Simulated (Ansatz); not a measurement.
## BiTe: pressure against volume

BiTe, R-3m, a = 4.822 Å, c = 9.891 Å. The structure is a Materials Project entry; whether it is the stable form wasn't checked. Ansatz: r2SCAN, PAW, 500 eV, Γ-centred 12×12×12 mesh on 2 atoms, Gaussian smearing 0.10 eV; no spin polarisation. Shape and atoms are relaxed at each volume; pressure is positive in compression.

```
V (Å³/atom) P (GPa)
     29.210        ?
     30.205     5.13
     31.201     3.20
     32.197     1.47
     33.193    -0.01
     34.189    -1.31
```

Take V0 = 33.193 Å³/atom, count pressures from its P0 = -0.01 GPa, fit the third-order Birch–Murnaghan form to the other rows, and predict the missing pressure.

With the Eulerian strain f = ½[(V0/V)^(2/3) − 1] and y = (P − P0)/[3f(1 + 2f)^(5/2)], the form is the line y = B0 + 1.5 B0 (B0′ − 4) f. Rows (f, y): 0.03245, 45.1; 0.02106, 45.8; 0.01026, 45.7; -0.00976, 46.6. Means f = 0.01350, y = 45.800; Σ(Δf)² = 0.0009678, ΣΔfΔy = -0.03155; the slope is their ratio. y = 46.24 − 32.60 f GPa, so B0 = 46.2 GPa and B0′ = 4 + 2 × (-32.60)/(3 × 46.24) = 3.53. At V = 29.210, f = 0.04448, y = 44.79 and P = 7.39 GPa. The run gave 7.36 GPa, so the fit is 0.03 GPa too high, a small miss on the scale of the series. The form still works here, 25 % of the fitted range beyond its end.

Spin–orbit coupling is left out, which can shift energies with elements as heavy as these.